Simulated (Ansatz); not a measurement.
## BiPd: 15 steps of 3.0 fs from 800 K

Level of theory: DFT, PBEsol, all-electron LAPW, scalar-relativistic (Ansatz 0.2.0).

Command: `ansatz run input.yaml --threads 2 --pin off --max-ram 6144MiB --backend cpu --events-out ev --progress --plain --runs-dir out` The run took 16 min on 2 threads of Intel(R) Xeon(R) Platinum 8124M CPU @ 3.00GHz (Skylake/Cascade Lake) (shared host), peak memory 1.1 GiB.

```yaml
crystal:
  lattice:
    - [4.23, 0.0, 0.0]
    - [-2.115, 3.663287458, 0.0]
    - [0.0, 0.0, 5.69]
  atoms:
    - { symbol: Bi, position: [0.3333333333, 0.6666666667, 0.25] }
    - { symbol: Bi, position: [0.6666666667, 0.3333333333, 0.75] }
    - { symbol: Pd, position: [0.0, 0.0, 0.0] }
    - { symbol: Pd, position: [0.0, 0.0, 0.5] }
kpoints:
  mp_grid: { grid: [5, 5, 4] }
scf:
  occupations: { method: fermi_dirac, width: 0.08 }
hamiltonian:
  xc: pbesol
  pseudopotentials: { kind: all_electron, lapw: { basis_error: 0.001 } }
output:
  forces: true
  stress: true
md:
  timestep: 3.0
  n_steps: 15
  ensemble: nvt_langevin
  temperature: 800
  initial_velocities: maxwell_boltzmann
  seed: 635841
```

Spin polarisation is left out, and whether a magnetic state lies lower isn't shown here.

Spin–orbit coupling is left out, though it moves levels of the heavy atoms by tenths of an eV or more.

The cell comes from COD entry 9004224, which wasn't checked; take it as a given geometry.

Each frame lists Cartesian positions (Å) and forces (eV/Å). Free energies count from the first step, -1445585.2343 eV.

Step 0 (t = 0.0 fs): E = 0.0 meV, T = 600 K

```
Bi    0.0000    2.4422    1.4225     0.000   0.000   0.000
Bi    2.1150    1.2211    4.2675     0.000   0.000   0.000
Pd    0.0000    0.0000    0.0000     0.000   0.000   0.000
Pd    0.0000    0.0000    2.8450     0.000   0.000   0.000
```

Step 1 (t = 3.0 fs): E = +1.4 meV, T = 436 K

```
Bi    0.0019    2.4433    1.4285     0.008   0.013  -0.047
Bi    2.1095    1.2159    4.2630     0.057   0.054   0.039
Pd    0.0046    0.0078   -0.0075    -0.034  -0.045   0.092
Pd    0.0034    0.0003    2.8517    -0.031  -0.021  -0.085
```

Step 2 (t = 6.0 fs): E = +5.7 meV, T = 650 K

```
Bi    0.0043    2.4457    1.4356     0.013   0.016  -0.094
Bi    2.1031    1.2107    4.2599     0.125   0.109   0.074
Pd    0.0085    0.0148   -0.0143    -0.069  -0.083   0.183
Pd    0.0079    0.0010    2.8582    -0.069  -0.041  -0.163
```

Step 3 (t = 9.0 fs): E = +13.4 meV, T = 639 K

```
Bi    0.0077    2.4495    1.4439     0.010   0.008  -0.147
Bi    2.0963    1.2057    4.2584     0.201   0.164   0.097
Pd    0.0135    0.0219   -0.0232    -0.109  -0.117   0.297
Pd    0.0111    0.0009    2.8647    -0.102  -0.054  -0.247
```

Step 4 (t = 12.0 fs): E = +23.4 meV, T = 566 K

```
Bi    0.0123    2.4534    1.4522    -0.007  -0.002  -0.199
Bi    2.0900    1.2015    4.2582     0.271   0.215   0.109
Pd    0.0190    0.0284   -0.0324    -0.148  -0.149   0.411
Pd    0.0110    0.0010    2.8698    -0.116  -0.065  -0.320
```

Step 5 (t = 15.0 fs): E = +35.7 meV, T = 598 K

```
Bi    0.0170    2.4569    1.4598    -0.031  -0.011  -0.248
Bi    2.0834    1.1967    4.2581     0.341   0.272   0.114
Pd    0.0254    0.0330   -0.0414    -0.191  -0.179   0.521
Pd    0.0082    0.0028    2.8739    -0.118  -0.082  -0.387
```

Step 6 (t = 18.0 fs): E = +50.9 meV, T = 617 K

```
Bi    0.0217    2.4603    1.4675    -0.055  -0.021  -0.294
Bi    2.0769    1.1909    4.2586     0.420   0.335   0.113
Pd    0.0334    0.0350   -0.0498    -0.244  -0.207   0.630
Pd    0.0049    0.0062    2.8780    -0.121  -0.107  -0.449
```

Step 7 (t = 21.0 fs): E = +67.4 meV, T = 551 K

```
Bi    0.0266    2.4628    1.4758    -0.081  -0.025  -0.340
Bi    2.0713    1.1851    4.2602     0.495   0.400   0.110
Pd    0.0410    0.0356   -0.0568    -0.295  -0.235   0.731
Pd    0.0016    0.0113    2.8817    -0.119  -0.139  -0.501
```

Step 8 (t = 24.0 fs): E = +84.9 meV, T = 517 K

```
Bi    0.0315    2.4634    1.4844    -0.110  -0.017  -0.389
Bi    2.0665    1.1800    4.2617     0.562   0.460   0.106
Pd    0.0481    0.0356   -0.0636    -0.342  -0.266   0.825
Pd   -0.0025    0.0174    2.8842    -0.110  -0.177  -0.542
```

Step 9 (t = 27.0 fs): E = +104.3 meV, T = 498 K

```
Bi    0.0353    2.4631    1.4940    -0.136  -0.006  -0.443
Bi    2.0624    1.1757    4.2630     0.621   0.512   0.106
Pd    0.0540    0.0350   -0.0708    -0.384  -0.295   0.924
Pd   -0.0064    0.0228    2.8871    -0.101  -0.211  -0.587
```

Step 10 (t = 30.0 fs):

```
Bi    0.0390    2.4615    1.5039
Bi    2.0587    1.1711    4.2648
Pd    0.0597    0.0352   -0.0759
Pd   -0.0098    0.0273    2.8912
```

Step 11 (t = 33.0 fs): E = +143.1 meV, T = 440 K

```
Bi    0.0444    2.4584    1.5120    -0.190   0.036  -0.531
Bi    2.0555    1.1672    4.2674     0.737   0.614   0.105
Pd    0.0668    0.0352   -0.0779    -0.469  -0.363   1.085
Pd   -0.0142    0.0323    2.8955    -0.078  -0.287  -0.659
```

Step 12 (t = 36.0 fs): E = +160.1 meV, T = 447 K

```
Bi    0.0508    2.4556    1.5188    -0.229   0.056  -0.563
Bi    2.0530    1.1642    4.2701     0.779   0.652   0.100
Pd    0.0740    0.0327   -0.0794    -0.503  -0.387   1.145
Pd   -0.0200    0.0375    2.8996    -0.047  -0.320  -0.682
```

Step 13 (t = 39.0 fs): E = +173.5 meV, T = 388 K

```
Bi    0.0575    2.4531    1.5254    -0.277   0.066  -0.600
Bi    2.0527    1.1621    4.2733     0.783   0.667   0.093
Pd    0.0781    0.0280   -0.0822    -0.512  -0.396   1.200
Pd   -0.0270    0.0412    2.9021     0.006  -0.337  -0.693
```

Step 14 (t = 42.0 fs): E = +182.8 meV, T = 316 K

```
Bi    0.0640    2.4508    1.5321    -0.326   0.069  -0.640
Bi    2.0536    1.1615    4.2766     0.768   0.663   0.089
Pd    0.0804    0.0224   -0.0848    -0.505  -0.391   1.237
Pd   -0.0329    0.0435    2.9028     0.063  -0.341  -0.686
```

Step 15 (t = 45.0 fs): E = +190.9 meV, T = 382 K

```
Bi    0.0710    2.4486    1.5382    -0.368   0.070  -0.681
Bi    2.0558    1.1615    4.2784     0.752   0.651   0.092
Pd    0.0845    0.0154   -0.0871    -0.499  -0.378   1.263
Pd   -0.0370    0.0457    2.9028     0.114  -0.343  -0.674
```

Problem. Give the energy and forces of step 10.

Solution. E = +124.7 meV, T = 494 K
```
Bi    0.0390    2.4615    1.5039    -0.159   0.011  -0.494
Bi    2.0587    1.1711    4.2648     0.680   0.566   0.109
Pd    0.0597    0.0352   -0.0759    -0.427  -0.328   1.016
Pd   -0.0098    0.0273    2.8912    -0.095  -0.248  -0.631
```

Problem. What is the mean temperature over the last 8 frames?

Solution. 435 K; so short a run of so small a cell isn't equilibrated.
